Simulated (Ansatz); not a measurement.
NaCl:
```
NaCl
1.0
    3.36893     0.00000     0.00000
    0.00000     3.36893     0.00000
    0.00000     0.00000     3.36893
Na Cl
1 1
Direct
  0.00000   0.00000   0.00000
  0.50000   0.50000   0.50000
```

Relaxed with LDA. Special points in fractions of this cell's reciprocal vectors: Γ (0.000, 0.000, 0.000); X (0.000, 0.500, 0.000); M (0.500, 0.500, 0.000); R (0.500, 0.500, 0.500).

### Question
List the band energies nearest the valence-band maximum at these points for LDA (plane waves, PAW; program Ansatz).

### Answer
In eV from the valence-band maximum; about four levels below and three above (degenerate sets whole), none deeper than 8.9 eV; points with the same levels are listed once.

```tsv
k	below	above
Γ	-0.61 -0.61 -0.61	4.01 8.06 8.06
X	-3.61 -0.33 -0.33	6.91 9.05 10.10
M	-2.78 -2.78 0.00	5.13 9.76 11.42 11.42
R	-2.29 -2.29 -2.29	6.72 6.72 6.72
```

Space group Pm-3m (CsCl type). This is a known high-pressure phase of the composition, computed here at zero pressure and temperature. The LDA relaxation kept the symmetry of its start. At this level the phase is dynamically unstable (imaginary phonons).

Potentials: the later of the program's two PAW sets.
